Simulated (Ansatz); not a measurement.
Ru (diamond type), DFT, r2SCAN, PAW with Ansatz's default frozen-core files, scalar-relativistic (Ansatz 0.2.0), on 1 thread of Arm Neoverse V2 (shared host).

Command: `ansatz run input.yaml --threads 1 --pin off --max-ram 2048MiB --backend cpu --events-out ev --progress --plain --runs-dir out`

```yaml
crystal:
  lattice:
    - [0.0, 2.5818259214, 2.5818259214]
    - [2.5818259214, 0.0, 2.5818259214]
    - [2.5818259214, 2.5818259214, 0.0]
  atoms:
    - { symbol: Ru, position: [-0.1475, -0.1175, -0.1175] }
    - { symbol: Ru, position: [0.1475, 0.1175, 0.1175] }
kpoints:
  mp_grid: { grid: [10, 10, 10] }
scf:
  occupations: { method: fermi_dirac, width: 0.05 }
hamiltonian:
  xc: r2scan
  pseudopotentials: { kind: paw }
output:
  forces: true
  stress: true
  eigenvalues: true
  efg: { contact_densities: true }
  populations: true
```

**Question.** How large is the problem that the program sets up?

**Answer.** 116 irreducible k-points, 893 plane waves at Γ, 20 bands.

**Question.** About how long does it take?

**Answer.** 11 s of wall time for 7 SCF iterations. Times on shared machines scatter by tens of per cent.
